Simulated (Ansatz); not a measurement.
Relax this structure to zero stress and force, keeping its symmetry:

```cif
data_structure
_symmetry_space_group_name_H-M 'Fm-3m'
_symmetry_Int_Tables_number 225
_cell_length_a 5.9353
_cell_length_b 5.9353
_cell_length_c 5.9353
_cell_angle_alpha 90.000
_cell_angle_beta 90.000
_cell_angle_gamma 90.000
_cell_volume 209.09
loop_
_atom_site_label
_atom_site_type_symbol
_atom_site_symmetry_multiplicity
_atom_site_Wyckoff_symbol
_atom_site_fract_x
_atom_site_fract_y
_atom_site_fract_z
_atom_site_occupancy
Te1 Te 4 b 0.50000 0.00000 0.00000 1
As1 As 4 a 0.00000 0.00000 0.00000 1
```

Method: DFT r2SCAN, scalar-relativistic, plane waves, PAW in Ansatz.

Settings: cutoff 500 eV, Γ-centred mesh 12×12×12 on the computed 2-atom cell, Gaussian smearing of 0.10 eV; no spin polarisation.

Problem. What does it relax to?

Solution. The volume goes down by 0.41 Å³/atom to 25.73 Å³/atom, and the energy falls by 1.4 meV/atom. Final structure:
Space group Fm-3m (No. 225). a = 5.904 Å, b = 5.904 Å, c = 5.904 Å, α = 90.00°, β = 90.00°, γ = 90.00°
```tsv
atom	site	symmetry	x	y	z
Te	4b	m-3m	0.5000	0.0000	0.0000
As	4a	m-3m	0.0000	0.0000	0.0000
```

Course of the relaxation (steps run on the plane waves of an earlier cell, and the basis is chosen afresh near the end, so energy and pressure can step there; trial steps that raised the energy were taken back; energies are free energies):

```csv
step,E − E_final (meV/atom),P (GPa),V (Å³/atom)
1,1.4,-1.06,26.14
2,0.9,0.94,25.38
3,0.0,-0.03,25.73
4,0.0,-0.03,25.73
```

Cost: 1 run of about 0.72 core-minutes, on Arm Neoverse V1 (shared hosts).